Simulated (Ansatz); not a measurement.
Ansatz input

```yaml
crystal:
  lattice:
    - [0.0, 1.8955492727, 1.8955492727]
    - [1.8955492727, 0.0, 1.8955492727]
    - [1.8955492727, 1.8955492727, 0.0]
  atoms:
    - { symbol: Zn, position: [0.0, 0.0, 0.0] }
hamiltonian:
  xc: pbesol
  pseudopotentials:
    kind: paw
    azcp:
      Zn: "pseudopotentials/Zn.paw.azcp"
basis:
  ecutwfc: 420
  fft_grid_basis: typed
kpoints:
  mp_grid: { grid: [16, 16, 16], shift: [0, 0, 0] }
magnetization:
  spin_polarized: false
scf:
  occupations: { method: fermi_dirac, width: 0.1 }
  lower_state_search: "off"
output:
  stress: true
```

Terminal output

```
Warning: the record states the generating functional pbe (its physics header spells it `PBE`), which answers neither for hamiltonian.xc's functional nor for the pbesol family's — results may be inconsistent (PPs are generated against a specific XC)
Engine: ansatz 0.2.0, x86_64-unknown-linux-gnu
Pseudopotentials: kind: paw
Pseudopotential: Zn, paw, valence charge 12, recommended cutoff 420 eV (normal) 
Functional definition: PBEsol
  exchange = pbesol_x
  correlation = pbesol_c
Crystal: 1 atoms, lattice volume = 13.622 Å³
Basis set: ecut = 420 eV, 283 PW (Γ)
Bands: 10, of which v1, the nominal top of the filled ones, is band 6 counted from 1 (5 counted from 0)
Symmetry: 48 space group operations
Space group: Fm-3m (ITA 225), of the structure as read, at distance tolerance 2.4e-5 Å
k-points: 145 of 4096
Non-local potential: Zn, projectors of the file, l = 0: 2, l = 1: 2, l = 2: 3, l = 3: 1
PAW form: soft (Blöchl's): semilocal exchange-correlation on the pseudo side does not see the compensation charge
PAW frozen core: Zn, regenerated for the run's functional, and the local potential with it (the file was generated under x = pbe(κ = 0.804, μ = 0.2195149727645171), c = pbe(β = 0.06672455060314922))
PAW one-centre angular grid: Zn, 590 points (default); XC on 64 Gauss nodes
Initial density: superposition of atomic densities (neutral atoms: chi_scale 0, normalization atom), corrected by the library's trained network
Initial wavefunctions: pseudopotential atomic-orbital guess
Functional: x = pbesol(κ = 0.804, μ = 0.12345679012345678), c = pbesol(β = 0.046)
SCF iter   1: F=—  HF=-3280.876244 eV  |F-HF|=—  |Δ(HF+E_count)|=         —  Δρ=5.16e-3  dr2=1.88e-3  ethr=1.77e-3  ⟨swp⟩=4.9  Hψ=9286  notcnv=0
SCF iter   2: F=—  HF=-3280.875921 eV  |F-HF|=—  |Δ(HF+E_count)|=   3.23e-4  Δρ=2.29e-3  dr2=3.96e-4  ethr=1.57e-5  ⟨swp⟩=2.0  Hψ=3684  notcnv=0
SCF iter   3: F=—  HF=-3280.875644 eV  |F-HF|=—  |Δ(HF+E_count)|=   2.77e-4  Δρ=4.90e-4  dr2=1.20e-5  ethr=3.30e-6  ⟨swp⟩=2.0  Hψ=2283  notcnv=0
SCF iter   4: F=—  HF=-3280.875647 eV  |F-HF|=—  |Δ(HF+E_count)|=   3.29e-6  Δρ=3.41e-5  dr2=7.89e-8  ethr=1.00e-7  ⟨swp⟩=1.8  Hψ=1950  notcnv=0
iter 5 did not close the SCF: its close was put off for the readings that it lacked (scf_convergence_deferred on its scf_iter line)
SCF iter   5: F=-3280.875647 eV  HF=-3280.875647 eV  |F-HF|=1.91e-9  |Δ(HF+E_count)|=   3.47e-8  Δρ=7.94e-6  dr2=2.07e-9  ethr=6.57e-10  ⟨swp⟩=2.1  Hψ=2304  notcnv=0
SCF iter   6: F=-3280.875647 eV  HF=-3280.875647 eV  |F-HF|=1.77e-11  |Δ(HF+E_count)|=   2.77e-9  Δρ=5.70e-7  dr2=1.04e-11  ethr=1.73e-11  ⟨swp⟩=2.0  Hψ=4717  notcnv=0
SCF 1 converged in 6 iterations: F = -3280.875647 eV  dr2 = 1.04e-11
SCF converged after 6 iterations
Free energy (F): -3280.875647 eV
Harris-Foulkes:  -3280.875647 eV  (|F-HF|=1.77e-11)
Internal energy: -3280.865000 eV  (E = F + TS)
E sigma→0 (E₀):  -3280.870324 eV
Entropy (-TS):   -0.010647 eV (-10.647 meV/atom)
Fermi energy:    12.601625 eV
--- Per-component energies (eV) ---
  E_band       = 64.708792
  E_kinetic    = 132.234836
  E_local      = -1459.421825  (includes V_loc(G=0)·N_el)
  E_nonlocal   = 611.187316
  E_hartree    = 612.290533
  E_xc         = -137.087575
  E_vxc        = -54.305633  (∫ρ·V_xc dr)
  E_paw        = -1787.015517  (= ΣΔE_a)
  E_vpaw       = -389.566588  (= ΣTr[D̂ρ^β])
  E_aug_tail   = -0.000372  (compensation charges beyond the density's cutoff)
  E_ewald      = -1253.849751
  E_core_change = 0.797355  (= ΣΔE_core)
  E_smearing   = -0.010647  (= −TS)
  E_closure    = 0.000000  (closes the sum)
  Σ components = -3280.875647   (vs F -3280.875647, Δ=0.00e0)
--- Stress (GPa, compression-positive) ---
        3.549922      -0.000000      -0.000000
       -0.000000       3.549922      -0.000000
        0.000000      -0.000000       3.549922
  P = ⅓ Tr σ = 3.5499 GPa (35.499 kbar)
```
